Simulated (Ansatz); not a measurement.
**LiPb: a film clamped to a substrate**

Method: DFT PBEsol, scalar-relativistic, plane waves, PAW (Ansatz 0.2.0). Cutoff 420 eV, Γ-centred 14×14×14 k-points, Gaussian smearing of 0.15 eV. Spin–orbit coupling is left out, which can shift energies with elements as heavy as these. No spin polarisation. Energies are free energies at this smearing, counted from the undisturbed cell; pressure is positive in compression.

The undisturbed cell (as given, not relaxed at this level; it stands at -0.3 GPa, and it needn't be the usual structure):

```
CELL_PARAMETERS angstrom
3.52200 0.00000 0.00000
0.00000 3.52200 0.00000
0.00000 0.00000 3.52200
ATOMIC_POSITIONS crystal
Li 0.50000 0.50000 0.50000
Pb 0.00000 0.00000 0.00000
```

The cell (2 atoms, V0 = 43.69 Å³) is strained by p along both x and y and by q along z, fractional coordinates fixed. τp = (1/V0) ∂E/∂p = (σxx + σyy)(1 + p)(1 + q) and τq = (1/V0) ∂E/∂q = σzz(1 + p)², with tension positive.

| p | q | ΔE (meV/atom) | τp (GPa) | τq (GPa) |
| --- | --- | --- | --- | --- |
| 0.000 | 0.000 | 0.00 | 0.59 | 0.30 |
| -0.030 | 0.000 | 8.51 | -5.02 | -1.19 |
| 0.030 | 0.000 | 11.65 | 4.92 | 1.55 |
| 0.000 | -0.030 | 2.68 | -0.83 | -1.71 |
| 0.000 | 0.030 | 4.57 | 1.88 | 1.90 |

Q: Get the second derivatives of the energy density.

A: Central differences give A = ∂τp/∂p = 166 GPa (C11 + C22 + 2 C12), C = ∂τq/∂q = 60 GPa (C33) and the cross term B = ∂τq/∂p = 46 GPa (C13 + C23); ∂τp/∂q = 45 GPa must equal B, and any difference shows higher-order terms. Steps this large leave an error of some per cent of A or C in all of these, which can swamp a small B. The ions are clamped. In a cubic crystal C11 = C = 60, C12 = B/2 = 22.9 GPa and A should be 2(C11 + C12) = 166 GPa; the bulk modulus is (C11 + 2 C12)/3 = 35 GPa.

Q: A film of this crystal grows with z along the normal on a substrate that imposes p. How does its thickness respond, and what does the misfit cost?

A: Count p and q from the stress-free cell. A free surface needs τq = 0, so q = −(B/C) p = -0.76 p. The energy density left is (A − B²/C) p²/2 = M p², with the biaxial modulus M = 65 GPa; a misfit of 1 % costs 0.89 meV/atom, against 1.13 meV/atom if the thickness were held.

In a metal these slopes depend on the k mesh and the smearing.